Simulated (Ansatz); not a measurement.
Pt (fcc (Cu type), Fm-3m) under volume change, DFT-PBEsol in the program Ansatz with PAW potentials, scaled uniformly.

| V (Å³/atom) | E − E(relaxed) (meV/atom) | P (GPa) |
|---|---|---|
| 13.683 | 133.3 | 34.85 |
| 14.134 | 55.3 | 20.98 |
| 14.585 | 12.9 | 9.50 |
| 15.037 | 0.0 | 0.00 |
| 15.488 | (withheld) | (withheld) |
| 15.939 | (withheld) | (withheld) |
| 16.390 | 90.9 | -19.61 |

Task: Complete the blanks.

Result: 
- 15.488, E − E(relaxed) (meV/atom): 11.4
- 15.488, P (GPa): -7.84
- 15.939, E − E(relaxed) (meV/atom): 42.9
- 15.939, P (GPa): -14.30

Task: What does a third-order Birch–Murnaghan fit give for V₀, B₀ and B′?

Result: V₀ = 15.04 Å³/atom, B₀ = 287 GPa, B′ = 5.4.

Symmetry was held in the PBEsol relaxation. The run is not spin-polarised. Spin–orbit coupling is left out wherever it is not named.

Potentials: the later of the program's two PAW sets.
